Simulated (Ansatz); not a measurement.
Ansatz input file:

```yaml
crystal:
  lattice:
    - [4.4218773474, 0.0, 0.0]
    - [0.0, 4.4218773474, 0.0]
    - [0.0, 0.0, 4.4218773474]
  atoms:
    - { symbol: Sc, position: [0.0, 0.0, 0.0] }
    - { symbol: B, position: [0.5, 0.5, 0.5] }
    - { symbol: Pd, position: [0.0, 0.5, 0.5] }
    - { symbol: Pd, position: [0.5, 0.5, 0.0] }
    - { symbol: Pd, position: [0.5, 0.0, 0.5] }
basis:
  ecutwfc: 420
kpoints:
  mp_grid: { grid: [8, 8, 8] }
hamiltonian:
  xc: pbe
scf:
  occupations: { method: gaussian, width: 0.1 }
output:
  forces: true
  stress: true
  eigenvalues: true
  populations: true
```

Command:
```bash
ansatz run input.yaml --threads 1 --pin off --max-ram 1331MiB --backend cpu --events-out ev --progress --plain --runs-dir out
```

These are results of DFT PBE, scalar-relativistic, plane waves, PAW in Ansatz, not measurements.

Abridged output (iterations and final results):

```
SCF iter   1: F=—  HF=-23212.428717 eV  |F-HF|=—  |Δ(HF+E_count)|=         —  Δρ=5.15e-3  dr2=5.32e-2  ethr=1.77e-3  ⟨swp⟩=4.7  Hψ=4926  notcnv=0
SCF iter   2: F=—  HF=-23212.423942 eV  |F-HF|=—  |Δ(HF+E_count)|=   4.77e-3  Δρ=3.09e-3  dr2=2.09e-2  ethr=7.82e-5  ⟨swp⟩=1.0  Hψ=1715  notcnv=0
SCF iter   3: F=—  HF=-23212.420843 eV  |F-HF|=—  |Δ(HF+E_count)|=   3.10e-3  Δρ=4.59e-4  dr2=1.57e-4  ethr=3.07e-5  ⟨swp⟩=1.9  Hψ=1731  notcnv=0
SCF iter   4: F=—  HF=-23212.420859 eV  |F-HF|=—  |Δ(HF+E_count)|=   1.59e-5  Δρ=2.09e-4  dr2=5.06e-5  ethr=2.31e-7  ⟨swp⟩=2.0  Hψ=2177  notcnv=0
SCF iter   5: F=—  HF=-23212.420749 eV  |F-HF|=—  |Δ(HF+E_count)|=   1.10e-4  Δρ=4.74e-5  dr2=2.88e-6  ethr=7.44e-8  ⟨swp⟩=2.5  Hψ=2143  notcnv=0  defer=2
SCF iter   6: F=—  HF=-23212.420749 eV  |F-HF|=—  |Δ(HF+E_count)|=   5.74e-8  Δρ=1.34e-5  dr2=3.00e-7  ethr=4.24e-9  ⟨swp⟩=2.3  Hψ=2028  notcnv=0  defer=3
SCF iter   7: F=-23212.420749 eV  HF=-23212.420749 eV  |F-HF|=2.91e-11  |Δ(HF+E_count)|=   8.84e-9  Δρ=3.14e-6  dr2=9.38e-9  ethr=1.47e-10  ⟨swp⟩=7.5  Hψ=4693  notcnv=0
SCF 1 converged in 7 iterations: F = -23212.420749 eV  dr2 = 9.38e-9
SCF converged after 7 iterations
Free energy (F): -23212.420749 eV
Harris-Foulkes:  -23212.420749 eV  (|F-HF|=2.91e-11)
Internal energy: -23212.405425 eV  (E = F + TS)
E sigma→0 (E₀):  -23212.413087 eV
Entropy (-TS):   -0.015324 eV (-3.065 meV/atom)
Fermi energy:    13.588012 eV
--- Per-component energies (eV) ---
  E_band       = -888.113902
  E_kinetic    = 1834.068069
  E_local      = -7774.212620  (includes V_loc(G=0)·N_el)
  E_nonlocal   = 741.206603
  E_hartree    = 3105.521152
  E_xc         = -638.204790
  E_vxc        = -796.322489  (∫ρ·V_xc dr)
  E_paw        = -12282.383176  (= ΣΔE_a)
  E_vpaw       = -1103.895386  (= ΣTr[D̂ρ^β])
  E_aug_tail   = 0.000634  (compensation charges beyond the density's cutoff)
  E_ewald      = -8198.401297
  E_smearing   = -0.015324  (= −TS)
--- Forces (eV/Å), atoms counted from 1 ---
  atom   1  Sc     0.00000000     0.00000000     0.00000000
  atom   2  B      0.00000000     0.00000000     0.00000000
  atom   3  Pd     0.00000000     0.00000000     0.00000000
  atom   4  Pd     0.00000000     0.00000000     0.00000000
  atom   5  Pd     0.00000000     0.00000000     0.00000000
--- Stress (GPa, compression-positive) ---
      -15.031483       0.000000       0.000000
        0.000000     -15.031483       0.000000
        0.000000       0.000000     -15.031483
  P = ⅓ Tr σ = -15.0315 GPa (-150.315 kbar)
--- Band table (eV; the first three rows and the last of 35) ---
  k-point 0: bands = ["-71.0442", "-71.0353", "-71.0353", "-37.5576", "-36.9640", "-36.9640", "-36.9640", "-36.6602", "-36.6602", "-36.6602", "-36.6552", "-36.6552", "-36.6552", "-16.0870", "-16.0870", "-16.0870", "4.1119", "8.2780", "9.3488", "9.3488", "9.3488", "9.5633", "9.5633", "10.9718", "10.9718", "10.9718", "11.1489", "11.1489", "12.1916", "12.1916", "12.1916", "12.1978", "12.4018", "12.4018", "12.4018", "14.5609", "14.5609", "15.3078", "15.3078", "15.3078", "18.1707"]
  k-point 1: bands = ["-71.0439", "-71.0356", "-71.0353", "-37.5578", "-36.9637", "-36.9637", "-36.9634", "-36.6606", "-36.6602", "-36.6602", "-36.6555", "-36.6555", "-36.6552", "-16.0882", "-16.0871", "-16.0871", "4.2074", "8.3782", "9.3825", "9.3839", "9.3839", "9.5975", "9.6494", "10.7053", "10.9292", "10.9665", "10.9665", "11.1532", "11.6486", "11.6486", "12.1382", "12.1918", "12.2554", "12.9927", "12.9927", "14.5335", "14.6962", "15.2051", "15.2051", "15.2998", "18.2066"]
  k-point 2: bands = ["-71.0431", "-71.0364", "-71.0353", "-37.5582", "-36.9630", "-36.9630", "-36.9620", "-36.6615", "-36.6600", "-36.6600", "-36.6563", "-36.6563", "-36.6553", "-16.0911", "-16.0872", "-16.0872", "4.4676", "8.6515", "9.4728", "9.4904", "9.4904", "9.6420", "9.8461", "9.8876", "10.8112", "10.8112", "10.8178", "11.1594", "11.2742", "11.2742", "11.8520", "11.9672", "12.1921", "13.5590", "13.5590", "14.4635", "14.8204", "15.0562", "15.0562", "15.2810", "18.1154"]
  k-point 34: bands = ["-71.0383", "-71.0383", "-71.0383", "-37.5569", "-37.0212", "-36.9291", "-36.9291", "-36.6876", "-36.6876", "-36.6876", "-36.6323", "-36.6323", "-36.6323", "-16.0921", "-16.0921", "-16.0921", "7.2938", "7.6705", "7.6705", "7.6705", "9.3397", "10.2835", "10.2835", "10.2835", "10.5520", "10.5520", "10.5520", "11.2958", "11.2958", "12.1003", "12.1003", "12.1003", "13.6718", "13.6718", "13.6718", "13.7780", "13.7780", "13.7780", "15.1480", "15.1480", "16.7350"]
--- Löwdin populations: 5 sites ---
  site symbol q [e]
     0     Sc     10.6345
     1      B      4.7455
     2     Pd     17.2436
     3     Pd     17.2436
     4     Pd     17.2436
  spilling = 0.013078 (of n_electrons = 68.000000)
```

Self-consistency was reached.